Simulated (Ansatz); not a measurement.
# Mg₄VN₄: what each run costs

Cell: 18 atoms, space group P-1, a = 5.401 Å, b = 5.402 Å, c = 8.222 Å, α = 71.63°, β = 84.39°, γ = 69.49°.

All runs are DFT with Ansatz 0.2.0 on 2 threads of Intel Xeon Processor @ 2.50GHz (Skylake/Cascade Lake) (x86_64; 62 cores open to the job, memory cap 5.0 GiB, no GPU), a shared host.

Question: Rank the runs by wall time, shortest first.
A. single point, PBE, collinear spin, 420 eV, 7×7×5 k-points, smearing 0.05 eV
B. single point, PBE, collinear spin, 420 eV, 6×6×4 k-points, smearing 0.02 eV
C. single point, r2SCAN, collinear spin, 500 eV, 7×7×5 k-points, smearing 0.05 eV

Answer: B (12 min, 2 GiB), C (22 min, 3.8 GiB), A (33 min, 2.8 GiB).
